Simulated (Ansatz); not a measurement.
TiRh3:
```yaml
crystal:
  lattice:
    - [3.77050, 0.00000, 0.00000]
    - [0.00000, 3.77050, 0.00000]
    - [0.00000, 0.00000, 3.77050]
  atoms:
    - { symbol: Ti, position: [0.00000, 0.00000, 0.00000] }
    - { symbol: Rh, position: [0.50000, 0.50000, 0.00000] }
    - { symbol: Rh, position: [0.00000, 0.50000, 0.50000] }
    - { symbol: Rh, position: [0.50000, 0.00000, 0.50000] }
```

Relaxed with LDA. Special points in fractions of this cell's reciprocal vectors: Γ (0.000, 0.000, 0.000); X (0.000, 0.500, 0.000); M (0.500, 0.500, 0.000); R (0.500, 0.500, 0.500).

### Question
List the band energies nearest the Fermi level at these points for LDA (plane waves, PAW; program Ansatz).

### Answer
In eV from the Fermi level; about four levels below and three above (degenerate sets whole), none deeper than 8.9 eV; points with the same levels are listed once.

```json
[
 {"k": "Γ", "below": "-2.20 -2.20 -2.20 -0.20 -0.20", "above": "0.90 1.41 1.41 1.41"},
 {"k": "X", "below": "-1.31 -1.16 -1.16 -0.97", "above": "0.12 1.10 1.10"},
 {"k": "M", "below": "-1.61 -1.61 -1.22 -0.81 -0.77", "above": "1.52 1.52 1.62"},
 {"k": "R", "below": "-2.21 -2.21 -2.21 -1.65 -1.65", "above": "0.95 0.95 0.95"}
]
```

Space group Pm-3m (Cu3Au type). The first step of the workflow began from a Materials Project structure, measured or hypothetical; the Crystallography Open Database files this formula in space group No. 221, but the cells were not matched. Its standing as an ambient phase is unchecked. The LDA relaxation kept the symmetry of its start; of distortions, only those at the zone centre were tested. The run is not spin-polarised. Spin–orbit coupling is left out wherever it is not named.

Potentials: the later of the program's two PAW sets.
